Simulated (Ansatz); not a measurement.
Starting cell, Te (trigonal-Te type, space group P3_121):

```yaml
crystal:
  lattice:
    - [4.62412, 0.00000, 0.00000]
    - [-2.31206, 4.00460, 0.00000]
    - [0.00000, 0.00000, 5.90339]
  atoms:
    - { symbol: Te, position: [0.25335, 0.00000, 0.33333] }
    - { symbol: Te, position: [0.00000, 0.25335, 0.66667] }
    - { symbol: Te, position: [0.74665, 0.74665, 0.00000] }
```

In this cell atom 2 (Te, nearest neighbour Te at 2.827 Å; its periodic images, 4.6 Å or more away, move with it) is moved by s along Cartesian [110], unit vector (0.707, 0.707, 0.000); all other atoms and the cell stay fixed.

All values below come from r2SCAN (plane waves to 500 eV, PAW, scalar-relativistic; Ansatz, an electronic-structure program). k mesh 7×7×5 (Γ-centred), Fermi-Dirac smearing 0.05 eV. Energies are smeared free energies. Spin-orbit coupling is left out, though Te is heavy. Te was relaxed with its symmetry unable to fall. The zero of ΔE is the undisplaced structure.

```csv
s (Å),ΔE (meV/cell)
-0.280,109.0
-0.224,69.5
-0.168,38.9
-0.112,17.2
-0.056,4.3
0.000,0.0
0.056,4.2
0.112,16.6
0.168,36.9
0.224,withheld
0.280,99.5
```

Question: Fit a polynomial form (powers 2, 3, 4) to the given rows and predict ΔE at s = 0.224.

Answer: Least squares on the 10 given rows: ΔE = (1350)·s² + (-216.0)·s³ + (-260.9)·s⁴, in meV/cell with s in Å; root-mean-square residual 0.02 meV/cell. At 0.224 the fit gives 64.7 meV/cell; the calculation gives 64.7 meV/cell, the same to the digits shown. The quadratic term alone would give 67.7 meV/cell.

(A displaced cell: forces are minus the slopes of the energy, force constants its curvatures, and phonons follow from these.)
